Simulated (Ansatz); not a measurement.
The start is a generated cell, P built in the AFLOW prototype A_hR12_166_2h (as in B). The structure is fully relaxed (lattice and positions, P = 0) with PBEsol (plane waves to 420 eV, PAW, scalar-relativistic; Ansatz, a quantum-chemistry and plane-wave program). The first steps use a coarse 4×4×4 k-mesh.

The start:
```
CELL_PARAMETERS angstrom
      3.11496     1.79842     5.31666
     -3.11496     1.79842     5.31666
      0.00000    -3.59684     5.31666
ATOMIC_POSITIONS crystal
  P  0.01040 0.65729 0.01040
  P  0.01040 0.01040 0.65729
  P  0.65729 0.01040 0.01040
  P  0.98960 0.34271 0.98960
  P  0.98960 0.98960 0.34271
  P  0.34271 0.98960 0.98960
  P  0.22060 0.63230 0.22060
  P  0.22060 0.22060 0.63230
  P  0.63230 0.22060 0.22060
  P  0.77940 0.36770 0.77940
  P  0.77940 0.77940 0.36770
  P  0.36770 0.77940 0.77940
```

```json
{
 "initial_pressure": "+29 GPa (positive: the cell is compressed)",
 "largest_initial_force": "about 2.1 eV/Å, on P7, P8, P9, P10, P11, P12 (atoms numbered as listed)",
 "outcome": "The space group stays R-3m (No. 166) (the run could not lower it), with 12 atoms in the primitive cell",
 "energy_released": "0.78 to 0.79 eV/atom (the two k-meshes of the run give this range)",
 "volume_change": "+36.9 %, from 14.89 to 20.38 Å³/atom",
 "Shortest distances (start → end)": "The closest pairs of elements (up to four, under 3.6 Å), start → end: P–P 2.17 → 2.24 Å",
 "band_gap_at_the_end": "no gap (metallic)",
 "optimiser_moves": "36"
}
```

Relaxed structure:

Space group R-3m, hexagonal axes (No. 166); a = b = 5.3844 Å, c = 29.2224 Å, α = β = 90.00°, γ = 120.00°

| atom | site | symmetry | x | y | z |
|---|---|---|---|---|---|
| P | 18h | .m | 0.2785 | 0.1392 | 0.1293 |
| P | 18h | .m | 0.1802 | 0.3605 | 0.0257 |
(The calculation used a cell of 12 atoms; values per cell refer to that cell.)

Final values are on a 8×8×8 k-mesh of the relaxed cell. No spin polarisation in the result.

The run could not lose the symmetry of its start: the end is stationary, and may be a saddle point rather than a minimum.

The relaxed structure here is a generated cell of P: the first start was made by placing the elements on the sites of a structure type, and the end was not matched to a known phase here, so it may be hypothetical. Known forms of P include space group No. 64.
